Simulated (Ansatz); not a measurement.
## Hf (dhcp): energy against volume

All numbers below come from DFT, r2SCAN, plane waves (500 eV) with PAW, scalar-relativistic in Ansatz. The PAW files were generated under PBE, with cores re-solved for the functional.

The cell is scaled uniformly from the relaxed one, with fractional coordinates and shape fixed. Energies are extrapolated to zero smearing, pressures are those at the given smearing. Magnetic state: spin not included.

A Birch-Murnaghan fit gives V₀ = 22.51 Å³/atom, B₀ = 110 GPa, B₀′ = 3.2.

(1) What are the energy above the minimum and the pressure at 21.623 Å³/atom?

(2) What are the energy above the minimum and the pressure at 24.326 Å³/atom?

(3) What are the energy above the minimum and the pressure at 25.227 Å³/atom?

Answers

(1) 12.6 meV/atom and 4.73 GPa as computed.

(2) 45.4 meV/atom and -7.46 GPa as computed.

(3) 96.1 meV/atom and -10.33 GPa as computed.
